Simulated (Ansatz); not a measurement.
YS:
```yaml
crystal:
  lattice:
    - [0.00000, 2.76280, 2.76280]
    - [2.76280, 0.00000, 2.76280]
    - [2.76280, 2.76280, 0.00000]
  atoms:
    - { symbol: Y, position: [0.50000, 0.50000, 0.50000] }
    - { symbol: S, position: [0.00000, 0.00000, 0.00000] }
```

Relaxed with r²SCAN. Special points in fractions of this cell's reciprocal vectors: Γ (0.000, 0.000, 0.000); X (0.500, 0.000, 0.500); U (0.625, 0.250, 0.625); K (0.375, 0.375, 0.750); L (0.500, 0.500, 0.500); W (0.500, 0.250, 0.750).

### Question
List the band energies nearest the Fermi level at these points for r²SCAN (plane waves, PAW; program Ansatz).

### Answer
In eV from the Fermi level; about four levels below and three above (degenerate sets whole), none deeper than 8.9 eV; points with the same levels are listed once.

```csv
k,below,above
Γ,-3.98 -3.98 -3.98 -0.24 -0.24 -0.24,0.62 0.62 1.51
X,-6.11 -4.70 -4.70 -2.39,1.86 3.41 3.74 3.74
U,-6.10 -5.96 -5.27 -0.65,2.92 3.07 3.45
L,-7.59 -5.77 -5.77,2.06 2.68 2.76 2.76
W,-5.97 -5.76 -5.76,0.78 0.78 2.85
```

Space group Fm-3m (rock salt). The workflow started from a Materials Project entry (that database holds measured and hypothetical structures alike); the Crystallography Open Database files this formula in space group No. 225, but the cells were not matched. Its standing as an ambient phase is unchecked. The cell was relaxed with r²SCAN under the symmetry of its start; whether a distortion lowers the energy is not shown. No spin polarisation was allowed. With an odd number of electrons in the cell and no spin polarisation, the count alone makes it a metal. Scalar-relativistic: spin–orbit coupling is off unless named, which matters more the heavier the elements.

Potentials: the later of the program's two PAW sets.
